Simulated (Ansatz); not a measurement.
LiTaO₃ (LiNbO3 type, space group R3c)

```cif
data_Li2O6Ta2
_chemical_formula_sum 'Li2 Ta2 O6'
_space_group_name_H-M_alt 'P 1'
_space_group_IT_number 1
_cell_length_a 5.46401
_cell_length_b 5.46401
_cell_length_c 5.46401
_cell_angle_alpha 56.102
_cell_angle_beta 56.102
_cell_angle_gamma 56.102
loop_
_space_group_symop_operation_xyz
  'x, y, z'
loop_
_atom_site_label
_atom_site_type_symbol
_atom_site_fract_x
_atom_site_fract_y
_atom_site_fract_z
_atom_site_occupancy
Li1 Li 0.70537 0.70537 0.70537 1
Li2 Li 0.20537 0.20537 0.20537 1
Ta1 Ta 0.98855 0.98855 0.98855 1
Ta2 Ta 0.48855 0.48855 0.48855 1
O1 O 0.62306 0.87031 0.26242 1
O2 O 0.87031 0.26242 0.62306 1
O3 O 0.26242 0.62306 0.87031 1
O4 O 0.76242 0.37031 0.12306 1
O5 O 0.37031 0.12306 0.76242 1
O6 O 0.12306 0.76242 0.37031 1
```

The volume is varied about the relaxed value V₀ at fixed cell shape. The atoms relax within the cell's symmetry.

All values below come from PBEsol (plane waves to 420 eV, PAW, scalar-relativistic; Ansatz, a first-principles code). k mesh 8×8×8 (Γ-centred), Fermi-Dirac smearing 0.05 eV. E stands for the smeared free energy. With the shape held, the modulus is that of even scaling; a crystal free to change shape is softer. LiTaO3 is run without spin polarisation. LiTaO3 was relaxed with its symmetry unable to fall. Spin-orbit coupling is left out, though Ta is heavy. The PAW data are Ansatz's earlier set. The zero of ΔE is the relaxed starting cell.

```csv
V (Å³/atom),ΔE (meV/atom)
9.445,50.8
9.654,31.4
9.864,17.1
10.074,7.3
10.284,1.8
10.494,0.0
10.704,1.6
10.914,6.3
11.124,13.5
11.333,22.8
11.543,33.8
```

### Question
What is the fitted pressure derivative B₀′?

### Answer
5.1.

### Question
What bulk modulus at fixed cell shape B₀ follows from a third-order Birch-Murnaghan fit?

### Answer
125 GPa. Check by three points about V = 10.494 Å³/atom, step 0.210: d²E/dV² ≈ (1.8 − 2·0.0 + 1.6) meV / 0.210² = 0.0772 eV/Å⁶, and V·d²E/dV² × 160.2 = 130 GPa.

(Under strain, the slope of the energy per volume gives the stress and its curvature an elastic modulus.)
